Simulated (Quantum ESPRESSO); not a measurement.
# Mo2Ru2MgTaNb2: input and log of a self-consistent run

Computed values, not a measurement. The program is pw.x of Quantum ESPRESSO 7.5 (plane-wave density functional theory). The cell is made up: eight metal atoms on a face-centred cubic lattice, with elements, volume, strain and displacements drawn at random and not relaxed, so it may be unstable or far from any real phase. PseudoDojo standard norm-conserving files set the functional (PBE unless stated); there is no spin polarisation or spin-orbit coupling, the Fermi-Dirac width of 0.25 eV means electrons at about 2900 K, and the masses in the input are unused placeholders. Heavy elements are run without spin-orbit coupling, which real alloys of them have. A spin test at this wide smearing found no moment, but such smearing suppresses magnetism that the real alloy may have.

Input:

```
&control calculation='scf', pseudo_dir='./dojo.nc.sr.pbe.v0_5.standard.upf', outdir='./o', disk_io='medium', tprnfor=.true., tstress=.true. /
&system ibrav=0, nat=8, ntyp=5, nbnd=72, ecutwfc=84.00895049, nosym=.true., tot_charge=0,
 occupations='smearing', smearing='fd', degauss=0.0183746611
/
&electrons conv_thr=1.470e-08, electron_maxstep=70, mixing_beta=0.5 /
ATOMIC_SPECIES
Mg 1.0 Mg.upf
Mo 1.0 Mo.upf
Nb 1.0 Nb.upf
Ru 1.0 Ru.upf
Ta 1.0 Ta.upf
CELL_PARAMETERS angstrom
-4.0603 0.0 0.0
0.0 -4.0603 4.0603
0.0 6.0905 2.0302
ATOMIC_POSITIONS angstrom
Mo 0.0291 0.0518 -0.0185
Ru 0.0748 2.0169 1.9518
Ru -0.0652 -2.0565 2.0257
Mo 0.0461 0.0781 4.101
Mg -1.9729 4.0563 2.039
Ta -2.03 -0.0118 2.0737
Nb -1.9598 2.0456 4.1119
Nb -1.9938 -1.9959 4.1112
K_POINTS automatic
6 5 4 1 1 1
```

The log is shortened where brackets say so; the opening notice, blank lines, dates and the lines on written files are dropped, and the path of the files is cut. It prints rydbergs, bohrs and kilobars, and counts compression as positive stress. Its total energy is the free energy E - TS of the whole cell.

```
     Program PWSCF v.7.5
     Parallel version (MPI & OpenMP), running on       1 processor cores
     Number of MPI processes:                 1
     Threads/MPI process:                     1
     [start-up lines left out]
     bravais-lattice index     =            0
     lattice parameter (alat)  =       7.6729  a.u.
     unit-cell volume          =     903.4546 (a.u.)^3
     number of atoms/cell      =            8
     number of atomic types    =            5
     number of electrons       =       109.00
     number of Kohn-Sham states=           72
     kinetic-energy cutoff     =      84.0090  Ry
     charge density cutoff     =     336.0358  Ry
     scf convergence threshold =      1.5E-08
     mixing beta               =       0.5000
     number of iterations used =            8  plain     mixing
     Exchange-correlation= PBE
                           (   1   4   3   4   0   0   0)
     [axes and pseudopotential details left out]
   Cartesian axes
     site n.     atom                  positions (alat units)
         1        Mo     tau(   1) = (   0.0071670   0.0127577  -0.0045563  )
         2        Ru     tau(   2) = (   0.0184223   0.4967367   0.4807034  )
         3        Ru     tau(   3) = (  -0.0160579  -0.5064897   0.4989040  )
         4        Mo     tau(   4) = (   0.0113538   0.0192350   1.0100239  )
         5        Mg     tau(   5) = (  -0.4859001   0.9990149   0.5021796  )
         6        Ta     tau(   6) = (  -0.4999631  -0.0029062   0.5107258  )
         7        Nb     tau(   7) = (  -0.4826737   0.5038051   1.0127084  )
         8        Nb     tau(   8) = (  -0.4910475  -0.4915647   1.0125360  )
     number of k points=    60  Fermi-Dirac smearing, width (Ry)=  0.0184
                       cart. coord. in units 2pi/alat
        k(    1) = (  -0.0833333   0.0374989   0.1374989), wk =   0.0333333
        k(    2) = (  -0.0833333   0.1624974   0.2624974), wk =   0.0333333
     [further k points left out]
     Dense  grid:    94065 G-vectors     FFT dimensions: (  45,  64,  72)
     Estimated max dynamical RAM per process >     174.66 MB
     Initial potential from superposition of free atoms
     starting charge     108.9892, renormalised to     109.0000
     Starting wfcs are   75 randomized atomic wfcs
     total cpu time spent up to now is       50.5 secs
     per-process dynamical memory:    92.3 Mb
     Self-consistent Calculation
     iteration #  1     ecut=    84.01 Ry     beta= 0.50
     Davidson diagonalization with overlap
     ethr =  1.00E-02,  avg # of iterations =  4.5
     Threshold (ethr) on eigenvalues was too large:
     Diagonalizing with lowered threshold
     Davidson diagonalization with overlap
     ethr =  9.24E-04,  avg # of iterations =  1.9
     total cpu time spent up to now is      286.7 secs
     total energy              =   -1183.15747617 Ry
     estimated scf accuracy    <       1.09931602 Ry
     iteration #  2     ecut=    84.01 Ry     beta= 0.50
     Davidson diagonalization with overlap
     ethr =  1.01E-03,  avg # of iterations =  2.8
     total cpu time spent up to now is      411.7 secs
     total energy              =   -1183.00193732 Ry
     estimated scf accuracy    <       3.66209815 Ry
     iteration #  3     ecut=    84.01 Ry     beta= 0.50
     Davidson diagonalization with overlap
     ethr =  1.01E-03,  avg # of iterations =  2.0
     total cpu time spent up to now is      534.4 secs
     total energy              =   -1183.36363089 Ry
     estimated scf accuracy    <       0.98452585 Ry
     iteration #  4     ecut=    84.01 Ry     beta= 0.50
     Davidson diagonalization with overlap
     ethr =  9.03E-04,  avg # of iterations =  1.9
     total cpu time spent up to now is      634.6 secs
     total energy              =   -1183.44401377 Ry
     estimated scf accuracy    <       0.86062423 Ry
     iteration #  5     ecut=    84.01 Ry     beta= 0.50
     Davidson diagonalization with overlap
     ethr =  7.90E-04,  avg # of iterations =  1.0
     total cpu time spent up to now is      729.4 secs
     total energy              =   -1183.49397252 Ry
     estimated scf accuracy    <       0.29938508 Ry
     [iterations 6 to 13 left out]
     iteration # 14     ecut=    84.01 Ry     beta= 0.50
     Davidson diagonalization with overlap
     ethr =  2.39E-09,  avg # of iterations =  2.3
     total cpu time spent up to now is     1567.7 secs
     total energy              =   -1183.52368687 Ry
     estimated scf accuracy    <       0.00000024 Ry
     iteration # 15     ecut=    84.01 Ry     beta= 0.50
     Davidson diagonalization with overlap
     ethr =  2.18E-10,  avg # of iterations =  3.2
     total cpu time spent up to now is     1670.7 secs
     total energy              =   -1183.52368690 Ry
     estimated scf accuracy    <       0.00000005 Ry
     iteration # 16     ecut=    84.01 Ry     beta= 0.50
     Davidson diagonalization with overlap
     ethr =  4.47E-11,  avg # of iterations =  2.3
     total cpu time spent up to now is     1770.2 secs
     total energy              =   -1183.52368690 Ry
     estimated scf accuracy    <       0.00000004 Ry
     iteration # 17     ecut=    84.01 Ry     beta= 0.50
     Davidson diagonalization with overlap
     ethr =  3.78E-11,  avg # of iterations =  1.2
     total cpu time spent up to now is     1850.3 secs
     total energy              =   -1183.52368690 Ry
     estimated scf accuracy    <       0.00000002 Ry
     iteration # 18     ecut=    84.01 Ry     beta= 0.50
     Davidson diagonalization with overlap
     ethr =  1.96E-11,  avg # of iterations =  1.0
     total cpu time spent up to now is     1926.4 secs
     End of self-consistent calculation
     [lines on levels left out]
!    total energy              =   -1183.52368690 Ry
     estimated scf accuracy    <          6.9E-09 Ry
     smearing contrib. (-TS)   =      -0.13723935 Ry
     internal energy E=F+TS    =   -1183.38644756 Ry
     The total energy is F=E-TS. E is the sum of the following terms:
     one-electron contribution =    -275.66969202 Ry
     hartree contribution      =     193.32709277 Ry
     xc contribution           =    -207.14429376 Ry
     ewald contribution        =    -893.89955454 Ry
     convergence has been achieved in  18 iterations
     Forces acting on atoms (cartesian axes, Ry/au):
     atom    1 type  2   force =     0.00340769   -0.02045913    0.02479148
     atom    2 type  4   force =    -0.00470082    0.01532109    0.00778139
     atom    3 type  4   force =     0.01718065    0.01638202   -0.01511826
     atom    4 type  2   force =    -0.00038547   -0.01673594   -0.00228830
     atom    5 type  1   force =    -0.00858036   -0.00678776    0.02228993
     atom    6 type  5   force =     0.00430369   -0.01633338   -0.02040668
     atom    7 type  3   force =    -0.00888065    0.01859047   -0.02653959
     atom    8 type  3   force =    -0.00234473    0.01002262    0.00949003
     Total force =     0.071294     Total SCF correction =     0.000304
     Computing stress (Cartesian axis) and pressure
          total   stress  (Ry/bohr**3)                   (kbar)     P=       -5.93
  -0.00034459  -0.00000561   0.00001771          -50.69       -0.82        2.60
  -0.00000561   0.00008124   0.00002041           -0.82       11.95        3.00
   0.00001771   0.00002041   0.00014235            2.60        3.00       20.94
     init_run     :     45.52s CPU     50.18s WALL (       1 calls)
     electrons    :   1787.84s CPU   1875.94s WALL (       1 calls)
     forces       :     13.12s CPU     13.25s WALL (       1 calls)
     stress       :     45.28s CPU     45.59s WALL (       1 calls)
     [timing details left out]
     PWSCF        :  31m32.32s CPU  33m 6.06s WALL
     JOB DONE.
```

In other units: free energy -16102.660 eV for the cell, pressure -0.59 GPa, largest force component 0.682 eV/Å in size. The run took 1988 s of wall time with one process on a shared machine (AMD EPYC, Zen 5, virtual cores), so the time is rough. A rerun of this cell at a higher cutoff and on a denser mesh moved values by no more than 0.004 eV in energy, 0.05 GPa in stress and 0.014 eV/Å in force, and a second program with other atomic files agreed on that cell to 2 % rms in force and 0.5 GPa in pressure.